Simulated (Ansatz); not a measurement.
MgS (rock salt, Fm-3m), the program Ansatz at the PBEsol level (PAW). The conduction-band minimum lies at X, with 3 equivalent valleys. Second derivatives d²E/dk² of the lowest band at one valley (eV·Å²), along Cartesian directions:

```
direction  d²E/dk²
---------  -------
[100]        14.42
[010]        26.35
[001]        26.35
[110]        20.38
[101]        20.38
[011]        26.31
```

Question: Find the principal effective masses, the density-of-states mass and the conductivity mass.

Answer: Off-diagonal terms follow from H_xy = H[110] − (H_xx + H_yy)/2, and m*/mₑ = 7.620 eV·Å² over each eigenvalue: 0.29, 0.29, 0.53. One valley's DOS mass (m₁m₂m₃)^(1/3) = 0.35, conductivity mass 3/(Σ 1/mᵢ) = 0.34 mₑ.

Question: What effective density of states Nc follows at 300 K for parabolic valleys?

Answer: Nc = 2.509e19 × 3 × (0.35)^(3/2) ≈ 1.6e19 cm⁻³.

Question: With the computed static dielectric constant 14.8 (mean of the diagonal), estimate a hydrogenic donor's binding energy and radius.

Answer: E = 13.606 eV × 0.34/14.8² ≈ 21 meV; a = 0.529 Å × ε/m* ≈ 23 Å. Semilocal masses tend to be too small where the gap is.

Question: With ε∞ = 5.53 and ω_LO = 397 cm⁻¹, what Fröhlich coupling constant follows?

Answer: α = (1/ε∞ − 1/ε0) √(m* × 13.606 eV/ħω_LO) = 1.1.

Symmetry was held in the PBEsol relaxation; phonons on a q-mesh show no instability.

Potentials: the later of the program's two PAW sets.
